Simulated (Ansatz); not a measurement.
NbAgO₃:
```
CELL_PARAMETERS angstrom
      3.94989     0.00000     0.00000
      0.00000     3.94989     0.00000
      0.00000     0.00000     3.94989
ATOMIC_POSITIONS crystal
  Nb 0.00000 0.00000 0.00000
  Ag 0.50000 0.50000 0.50000
  O  0.50000 0.00000 0.00000
  O  0.00000 0.50000 0.00000
  O  0.00000 0.00000 0.50000
```

The program Ansatz at the PBEsol level (PAW) gives a gap of 1.40 eV without spin–orbit coupling, maximum at M, minimum at X.

Q: What happens when spin–orbit coupling is switched on?

A: The gap shrinks by 0.02 eV, to 1.38 eV; maximum at M, minimum at X.

Q: Give the electron effective mass with spin–orbit coupling.

A: 0.26, 0.26, 5.1 mₑ (principal values).

Space group Pm-3m (cubic perovskite). The first step of the workflow began from a Materials Project structure, measured or hypothetical; the Crystallography Open Database copy checked does not list it. COD files the formula under space group No. 57, so this cell is another polymorph or a model. Its standing as an ambient phase is unchecked. Symmetry was held in the PBEsol relaxation. At this level the phase is dynamically unstable (imaginary phonons). The run is not spin-polarised.

Potentials: the later of the program's two PAW sets.
